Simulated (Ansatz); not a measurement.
An element in the fcc structure gives these cold pressures by all-electron LAPW under LDA (Ansatz 0.2.0, scalar-relativistic, no spin polarisation).

```csv
V (Å³/atom),P (GPa)
8.40,-0.06
7.98,5.88
7.14,25.0
6.30,60.8
5.46,129.1
4.62,265.9
3.78,560.8
3.36,833.9
```

Question: Which element is it?

Answer: F. Its zero-pressure volume in this structure is near 8.4 Å³/atom; the volume and the steepness of P(V) together point to it, though neighbours can come close. Other candidates weren't computed, and some may come near.
